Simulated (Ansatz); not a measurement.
Ansatz input

```yaml
crystal:
  lattice:
    - [0.0, 3.4187713089, 3.4187713089]
    - [3.4187713089, 0.0, 3.4187713089]
    - [3.4187713089, 3.4187713089, 0.0]
  atoms:
    - { symbol: Mg, position: [0.125, 0.125, 0.125] }
    - { symbol: Mg, position: [0.875, 0.875, 0.875] }
hamiltonian:
  xc: blyp
  pseudopotentials:
    kind: paw
    azcp:
      Mg: "pseudopotentials/Mg.paw.azcp"
basis:
  ecutwfc: 420
  fft_grid_basis: typed
kpoints:
  mp_grid: { grid: [9, 9, 9], shift: [0, 0, 0] }
magnetization:
  spin_polarized: false
scf:
  occupations: { method: fermi_dirac, width: 0.1 }
  lower_state_search: "off"
output:
  stress: true
  write_density: true
  write_potential: true
  elf: true
  volumetric_format: npy
```

Terminal output

```
Engine: ansatz 0.2.0, aarch64-unknown-linux-gnu
Pseudopotentials: kind: paw
Pseudopotential: Mg, paw, valence charge 10, recommended cutoff 420 eV (normal) 
Functional definition: BLYP
  parameter beta = 0.0042
  parameter a = 0.04918
  parameter b = 0.132
  parameter c = 0.2533
  parameter d = 0.349
  exchange = b88_x(beta = beta)
  correlation = lyp_c(a = a, b = b, c = c, d = d)
Crystal: 2 atoms, lattice volume = 79.917 Å³
Basis set: ecut = 420 eV, 1471 PW (Γ), exchange–correlation on 72×72×72 points (8 copies of the dense FFT grid, shifted against one another)
Bands: 14, of which v1, the nominal top of the filled ones, is band 10 counted from 1 (9 counted from 0)
Symmetry: 48 space group operations
Space group: Fd-3m (ITA 227), of the structure as read, at distance tolerance 4.3e-5 Å
k-points: 35 of 729
Non-local potential: Mg, projectors of the file, l = 0: 3, l = 1: 2, l = 2: 1
PAW form: soft (Blöchl's): semilocal exchange-correlation on the pseudo side does not see the compensation charge
PAW frozen core: Mg, regenerated for the run's functional, and the local potential with it (the file was generated under x = pbe(κ = 0.804, μ = 0.2195149727645171), c = pbe(β = 0.06672455060314922))
PAW one-centre angular grid: Mg, 110 points (default); XC on 64 Gauss nodes
Initial density: superposition of atomic densities (neutral atoms: chi_scale 0, normalization atom), corrected by the library's trained network
Initial wavefunctions: pseudopotential atomic-orbital guess
Functional: x = b88, c = lyp
SCF iter   1: F=—  HF=-3852.615507 eV  |F-HF|=—  |Δ(HF+E_count)|=         —  Δρ=3.17e-3  dr2=2.28e-2  ethr=1.77e-3  ⟨swp⟩=5.6  Hψ=2748  notcnv=0
SCF iter   2: F=—  HF=-3852.613073 eV  |F-HF|=—  |Δ(HF+E_count)|=   2.43e-3  Δρ=2.42e-3  dr2=1.42e-2  ethr=1.14e-4  ⟨swp⟩=1.1  Hψ=777  notcnv=0
SCF iter   3: F=—  HF=-3852.610651 eV  |F-HF|=—  |Δ(HF+E_count)|=   2.42e-3  Δρ=9.30e-4  dr2=2.43e-3  ethr=7.10e-5  ⟨swp⟩=1.3  Hψ=498  notcnv=0
SCF iter   4: F=—  HF=-3852.610619 eV  |F-HF|=—  |Δ(HF+E_count)|=   3.23e-5  Δρ=3.08e-4  dr2=5.90e-5  ethr=1.22e-5  ⟨swp⟩=2.0  Hψ=561  notcnv=0
SCF iter   5: F=—  HF=-3852.610622 eV  |F-HF|=—  |Δ(HF+E_count)|=   2.29e-6  Δρ=1.18e-4  dr2=1.60e-5  ethr=2.95e-7  ⟨swp⟩=2.0  Hψ=827  notcnv=0
SCF iter   6: F=—  HF=-3852.610664 eV  |F-HF|=—  |Δ(HF+E_count)|=   4.25e-5  Δρ=2.79e-5  dr2=8.24e-7  ethr=8.00e-8  ⟨swp⟩=2.0  Hψ=573  notcnv=0
SCF iter   7: F=-3852.610668 eV  HF=-3852.610668 eV  |F-HF|=1.64e-7  |Δ(HF+E_count)|=   3.81e-6  Δρ=5.22e-6  dr2=1.75e-8  ethr=5.00e-10  ⟨swp⟩=7.3  Hψ=3112  notcnv=0
SCF 1 converged in 7 iterations: F = -3852.610668 eV  dr2 = 1.75e-8
SCF converged after 7 iterations
Free energy (F): -3852.610668 eV
Harris-Foulkes:  -3852.610668 eV  (|F-HF|=1.64e-7)
Internal energy: -3852.567931 eV  (E = F + TS)
E sigma→0 (E₀):  -3852.589299 eV
Entropy (-TS):   -0.042737 eV (-21.369 meV/atom)
Fermi energy:    2.359879 eV
--- Per-component energies (eV) ---
  E_band       = -788.166826
  E_kinetic    = 147.876790
  E_local      = -3815.640496  (includes V_loc(G=0)·N_el)
  E_nonlocal   = 186.223099
  E_hartree    = 1411.061639
  E_xc         = -53.518168
  E_vxc        = -68.931459  (∫ρ·V_xc dr)
  E_paw        = -594.132883  (= ΣΔE_a)
  E_vpaw       = -59.816066  (= ΣTr[D̂ρ^β])
  E_aug_tail   = 0.000002  (compensation charges beyond the density's cutoff)
  E_ewald      = -1134.442393
  E_core_change = 0.004480  (= ΣΔE_core)
  E_smearing   = -0.042737  (= −TS)
  E_closure    = -0.000000  (closes the sum)
  Σ components = -3852.610668   (vs F -3852.610668, Δ=0.00e0)
--- Stress (GPa, compression-positive) ---
        1.181981      -0.000000       0.000000
        0.000000       1.181981       0.000000
        0.000000       0.000000       1.181981
  P = ⅓ Tr σ = 1.1820 GPa (11.820 kbar)
--- Band table (eV; the first three rows and the last of 35) ---
  k-point 0: bands = ["-74.0838", "-74.0782", "-41.0475", "-41.0475", "-41.0475", "-41.0271", "-41.0271", "-41.0271", "-2.6596", "5.4180", "5.4180", "5.4180", "6.5883", "6.5883"]
  k-point 1: bands = ["-74.0837", "-74.0783", "-41.0477", "-41.0477", "-41.0473", "-41.0273", "-41.0269", "-41.0269", "-2.5495", "4.4240", "5.2146", "5.2146", "6.7042", "6.8729"]
  k-point 2: bands = ["-74.0834", "-74.0787", "-41.0483", "-41.0483", "-41.0469", "-41.0278", "-41.0264", "-41.0264", "-2.2242", "2.9774", "4.9067", "4.9067", "6.4758", "7.1724"]
  k-point 34: bands = ["-74.0814", "-74.0806", "-41.0511", "-41.0507", "-41.0391", "-41.0357", "-41.0240", "-41.0237", "-0.0576", "0.7352", "2.2323", "2.6975", "7.2283", "7.2859"]
```
